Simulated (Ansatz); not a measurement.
Polymorphs of In, each relaxed with LDA in the plane-wave PAW code Ansatz:

A: body-centred tetragonal (I4/mmm)
a = b = 3.3323 Å, c = 4.4323 Å, α = β = γ = 90.00°

```tsv
atom	site	symmetry	x	y	z
In	2a	4/mmm	0.0000	0.0000	0.0000
```

B: hcp (Mg type) (P6_3/mmc)
a = 3.2400 Å, b = 3.2400 Å, c = 5.4478 Å, α = 90.00°, β = 90.00°, γ = 120.00°

| atom | site | symmetry | x | y | z |
|---|---|---|---|---|---|
| In | 2c | -6m2 | 0.3333 | 0.6667 | 0.2500 |

Problem. Order them by energy per atom at 0 K (lowest first) at the level LDA.

Solution. A (+0 meV/atom), B (+10 meV/atom)

Not the usual ambient phase: B. Relaxed far from the usual cell of the phase: A. All cells were relaxed under the symmetry of their starts (and spin orders); stability against distortions was not tested throughout. Spin–orbit coupling is left out wherever it is not named.

Energies hold the estimated change up to a 700 eV cutoff; steps of a few meV lie near the error of the meshes.

Potentials: the later of the program's two PAW sets.
